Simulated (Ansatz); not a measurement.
Mo$_{2}$P$_{2}$O$_{11}$: computed property card

Mo2P2O11:
```yaml
crystal:
  lattice:
    - [7.53900, 0.00000, 0.00000]
    - [0.00000, 6.34791, 0.00000]
    - [-2.34536, 0.00000, 8.72705]
  atoms:
    - { symbol: Mo, position: [0.82563, 0.75000, 0.14960] }
    - { symbol: Mo, position: [0.17437, 0.25000, 0.85040] }
    - { symbol: Mo, position: [0.60349, 0.75000, 0.71409] }
    - { symbol: Mo, position: [0.39651, 0.25000, 0.28591] }
    - { symbol: P, position: [0.93421, 0.25000, 0.11777] }
    - { symbol: P, position: [0.06579, 0.75000, 0.88223] }
    - { symbol: P, position: [0.49127, 0.75000, 0.33174] }
    - { symbol: P, position: [0.50873, 0.25000, 0.66826] }
    - { symbol: O, position: [0.96947, 0.75000, 0.32228] }
    - { symbol: O, position: [0.03053, 0.25000, 0.67772] }
    - { symbol: O, position: [0.81072, 0.05452, 0.11721] }
    - { symbol: O, position: [0.18928, 0.94548, 0.88279] }
    - { symbol: O, position: [0.18928, 0.55452, 0.88279] }
    - { symbol: O, position: [0.81072, 0.44548, 0.11721] }
    - { symbol: O, position: [0.89983, 0.75000, 0.74923] }
    - { symbol: O, position: [0.10017, 0.25000, 0.25077] }
    - { symbol: O, position: [0.98130, 0.25000, 0.96069] }
    - { symbol: O, position: [0.01870, 0.75000, 0.03931] }
    - { symbol: O, position: [0.60021, 0.75000, 0.20462] }
    - { symbol: O, position: [0.39979, 0.25000, 0.79538] }
    - { symbol: O, position: [0.62648, 0.25000, 0.34492] }
    - { symbol: O, position: [0.37352, 0.75000, 0.65508] }
    - { symbol: O, position: [0.62773, 0.75000, 0.48618] }
    - { symbol: O, position: [0.37227, 0.25000, 0.51382] }
    - { symbol: O, position: [0.63473, 0.05785, 0.69883] }
    - { symbol: O, position: [0.36527, 0.94215, 0.30117] }
    - { symbol: O, position: [0.36527, 0.55785, 0.30117] }
    - { symbol: O, position: [0.63473, 0.44215, 0.69883] }
    - { symbol: O, position: [0.64487, 0.75000, 0.91331] }
    - { symbol: O, position: [0.35513, 0.25000, 0.08669] }
```

Space group P2_1/m (No. 11); conventional cell a = 7.539 Å, b = 6.348 Å, c = 9.037 Å, α = γ = 90.00°, β = 105.04°.

Method: r²SCAN (plane waves, PAW; program Ansatz). The cell and atoms are relaxed at this level. Other levels are named where they apply.

**Cell and energy**

```
Quantity                                                       Value
-----------------------------------------------------  -------------
Volume per atom                                             13.92 Å³
Density                                                   3.42 g/cm³
Formation energy from the elements (no fitted shifts)  -2.15 eV/atom
```

**Electronic structure**

```
Item                                                                                                                                                                Result
----------------------------------------  --------------------------------------------------------------------------------------------------------------------------------
Band gap                                                                                                                                                2.07 eV (indirect)
Valence-band maximum                                                            off the standard path, at k = (0.302, 0.000, 0.292) in fractions of the reciprocal vectors
Conduction-band minimum                   on the D–B line, 60 % of the way from D (k = 0.000, 0.198, -0.500 in fractions of the reciprocal vectors) (2 equivalent valleys)
Smallest direct gap on the standard path                                                                                                                           2.09 eV
```

The workflow started from a Materials Project entry (that database holds measured and hypothetical structures alike); the Crystallography Open Database copy checked does not list it. COD files the formula under space group No. 62. Its standing as an ambient phase is unchecked. Symmetry was held in the r²SCAN relaxation; its stability against distortions is not shown here. No spin polarisation was allowed. No Hubbard U is applied. The references are the lowest solids computed at this level, not always the standard phases (solids in place of the gases). Spin–orbit coupling is left out wherever it is not named.

Potentials: the earlier of the program's two PAW sets. The files were generated under PBE; for other functionals the program regenerates the frozen cores, and for LDA and PBEsol the local potential too.
